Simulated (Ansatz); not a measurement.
Mg5CdO6: stable or not

The structure comes from a generated guess, relaxed at this level; another structure or a mixture of phases may lie lower.

Method: DFT PBE, scalar-relativistic, plane waves, PAW (Ansatz 0.2.0). The final run on the 12-atom cell used 420 eV, a Γ-centred 10×10×2 mesh, 0.02 eV smearing and no spin polarisation.

```
CELL_PARAMETERS angstrom
3.09663 0.00000 0.00000
0.00000 3.09663 0.00000
0.00000 0.00000 13.12088
ATOMIC_POSITIONS crystal
Mg 0.00000 0.00000 0.00000
Mg 0.50000 0.50000 0.15876
Mg 0.00000 0.00000 0.32003
Mg 0.00000 0.00000 0.67997
Mg 0.50000 0.50000 0.84123
Cd 0.50000 0.50000 0.50000
O 0.00000 0.00000 0.15937
O 0.50000 0.50000 0.31718
O 0.00000 0.00000 0.50000
O 0.50000 0.50000 0.68282
O 0.00000 0.00000 0.84063
O 0.50000 0.50000 0.00000
```

Formation energies are uncorrected and refer to the elements' standard structures at the same level (O₂ as a molecule).

Q: These tests were run: energy against the elements; random kick, then relaxation without symmetry; phonons on a 2×2×1 q mesh; elastic tensor. What do they show?

A:

```
                                         test                             result
                  energy against the elements                     −2.339 eV/atom
random kick, then relaxation without symmetry                            returns
                    phonons on a 2×2×1 q mesh  imaginary modes down to 111i cm⁻¹
                               elastic tensor            least eigenvalue 67 GPa
```

It fails one test: phonons on a 2×2×1 q mesh. So it isn't even a local minimum.

The kick test ran on a coarse mesh. The run for the phonons used a 10×10×2 k mesh. The run for the elastic tensor used a 10×10×2 k mesh.
